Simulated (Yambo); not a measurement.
G0W0@PBEsol for Cs2NaScBr6 (space group Fm-3m, No. 225) in Yambo. Reference settings: 2×2×2 Γ-centred k mesh, bands 3 to 363 and a 6 Ry block in the screening, 363 bands in G with the Bruneval-Gonze terminator, plasmon pole fitted at 27.2 eV. The PBEsol gap Γ → X on this mesh is 3.09 eV; G0W0 gaps are taken between the same points.

The settings were changed. The gap went from 6.06 eV to 6.05 eV, and the shift of the valence edge from -1.33 eV to -0.63 eV.

Problem. Which change was made?
A. 233 bands in W, 233 bands in G
B. no random integration
C. 134 bands in W, 134 bands in G
D. 134 bands in G, no terminator

Solution. D, 134 bands in G, no terminator. The others gave (gap, valence shift): 233 bands in W, 233 bands in G: 6.03, -1.22 eV; no random integration: 5.96, -1.10 eV; 134 bands in W, 134 bands in G: 5.96, -1.01 eV.

Spin-orbit coupling is not included.

Geometry of the Materials Project entry, not relaxed at this level; primitive cell a = 7.973 Å, b = 7.973 Å, c = 7.973 Å, α = 60.00°, β = 60.00°, γ = 60.00°.

The structure is a Materials Project entry; no match was found in the copy of COD used, and its stability was not checked.

A shift is the quasiparticle energy of the state minus its PBEsol energy.
